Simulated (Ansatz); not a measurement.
The end point of a relaxation of TiS$_{2}$. Space group Pnma (No. 62), AFLOW prototype A2B_oP12_62_2c_c (C23, as in PbCl2). These are PBEsol (plane waves to 420 eV, PAW, scalar-relativistic; Ansatz, a quantum-chemistry and plane-wave program) values and carry that method's errors.

```cif
data_S8Ti4
_chemical_formula_sum 'Ti4 S8'
_space_group_name_H-M_alt 'Pnma'
_space_group_IT_number 62
_space_group_name_Hall '-P 2ac 2n'
_cell_length_a 6.61887
_cell_length_b 3.45260
_cell_length_c 7.89007
_cell_angle_alpha 90.000
_cell_angle_beta 90.000
_cell_angle_gamma 90.000
loop_
_atom_site_label
_atom_site_type_symbol
_atom_site_symmetry_multiplicity
_atom_site_Wyckoff_symbol
_atom_site_fract_x
_atom_site_fract_y
_atom_site_fract_z
_atom_site_occupancy
Ti1 Ti 4 c 0.25687 0.25000 0.11596 1
S1 S 4 c 0.13322 0.25000 0.41444 1
S2 S 4 c 0.02883 0.25000 0.84911 1
```

```json
{
 "volume_per_atom": "15.03 Å³",
 "band_gap": "no gap on the sampled points, where the bands overlap only slightly; such a result is sensitive to mesh and level",
 "shortest_distances": "S–Ti 2.46 Å; S–S 2.81 Å; Ti–Ti 3.45 Å",
 "k-mesh": "6×11×5"
}
```

Band energies at high-symmetry points (eV from the Fermi level; labels of this space group; no spin-orbit coupling), from −5 eV up to 1.6 eV:

```
point                                                                                                                                                         energies
-----  ---------------------------------------------------------------------------------------------------------------------------------------------------------------
Γ      -4.99 -4.67 -4.00 -3.80 -3.78 -3.54 -3.36 -3.12 -2.99 -2.77 -2.27 -2.23 -1.96 -1.84 -1.38 -1.13 -0.87 -0.53 -0.47 -0.34 0.21 0.52 0.70 1.06 1.08 1.17 1.28 1.50
X                  -3.92 -3.92 -3.90 -3.90 -3.34 -3.34 -3.26 -3.26 -1.72 -1.72 -1.49 -1.49 -0.99 -0.99 -0.74 -0.74 -0.63 -0.63 0.46 0.46 0.86 0.86 1.03 1.03 1.21 1.21
S                                                  -3.91 -3.91 -3.91 -3.91 -3.12 -3.12 -3.12 -3.12 -2.20 -2.20 -2.20 -2.20 -0.63 -0.63 -0.63 -0.63 1.19 1.19 1.19 1.19
Y                                                  -4.18 -4.18 -3.30 -3.30 -2.96 -2.96 -2.86 -2.86 -2.37 -2.37 -2.20 -2.20 -1.66 -1.66 -0.92 -0.92 0.79 0.79 1.39 1.39
Z      -4.05 -4.05 -3.78 -3.78 -3.49 -3.49 -3.12 -3.12 -2.73 -2.73 -2.43 -2.43 -2.14 -2.14 -1.30 -1.30 -0.71 -0.71 -0.46 -0.46 0.31 0.31 0.80 0.80 0.98 0.98 1.32 1.32
U                -4.24 -4.24 -4.02 -4.02 -3.87 -3.87 -3.40 -3.40 -2.29 -2.29 -2.14 -2.14 -1.41 -1.41 -1.12 -1.12 -1.00 -1.00 -0.97 -0.97 0.80 0.80 0.82 0.82 0.87 0.87
R                                                  -4.22 -4.22 -4.22 -4.22 -2.84 -2.84 -2.84 -2.84 -2.25 -2.25 -2.25 -2.25 -0.56 -0.56 -0.56 -0.56 1.17 1.17 1.17 1.17
T                                                            -4.40 -4.40 -3.71 -3.71 -3.65 -3.65 -2.94 -2.94 -2.37 -2.37 -1.66 -1.66 -1.39 -1.39 -0.70 -0.70 0.98 0.98
```

No spin polarisation in the result.

The run could not lose the symmetry of its start.

The first start was generated by placing the elements on the sites of a structure type. Materials Project lists a structure of TiS2 in the same space group, Pnma (No. 62); the sites were not compared with it, nor with measured phases. Known forms of TiS2 include space group No. 164.
